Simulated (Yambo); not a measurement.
G0W0@LDA for KScS₂O₈ (space group C2/m, No. 12) in Yambo. Reference settings: 2×2×1 Γ-centred k mesh, bands 2 to 277 and a 7 Ry block in the screening, 277 bands in G with the Bruneval-Gonze terminator, plasmon pole fitted at 27.2 eV. The LDA gap (-0.5, -0.5, 0) → (-0.5, -0.5, 0) on this mesh is 4.19 eV; G0W0 gaps are taken between the same points.

Gap ((-0.5, -0.5, 0) → (-0.5, -0.5, 0)) in eV against the number of bands and the screening block, terminator on:

```csv
bands (W and G),2 Ry,3 Ry,4 Ry,6 Ry,7 Ry
75,9.237,8.671,8.522,8.350,8.344
111,8.994,8.421,8.266,8.121,8.121
158,8.905,8.331,8.174,8.037,8.039
217,8.875,8.294,8.138,8.011,8.018
277,8.865,8.276,8.123,7.997,8.003
```

Rough cost of the Yambo step against the reference (shared machines):

| bands (W and G) | 2 Ry | 3 Ry | 4 Ry | 6 Ry | 7 Ry |
|---|---|---|---|---|---|
| 75 | 1/6 | 1/6 | 1/6 | 1/5 | 1/4 |
| 111 | 1/4 | 1/4 | 1/4 | 1/3 | 1/2 |
| 158 | 1/3 | 1/3 | 1/3 | 1/2 | ~1 |
| 217 | 1/2 | 1/2 | 1/2 | ~1 | ~1 |
| 277 | ~1 | ~1 | ~1 | ~1 | 1 |

At the largest block the last step in bands moves the gap by -0.015 eV; at the most bands the last step in the block moves it by 0.006 eV.

Geometry of the Materials Project entry, not relaxed at this level; primitive cell a = b = 5.0442 Å, c = 8.1828 Å, α = β = 93.94°, γ = 64.31°.

The structure is a Materials Project entry; no match was found in the copy of COD used, and its stability was not checked.
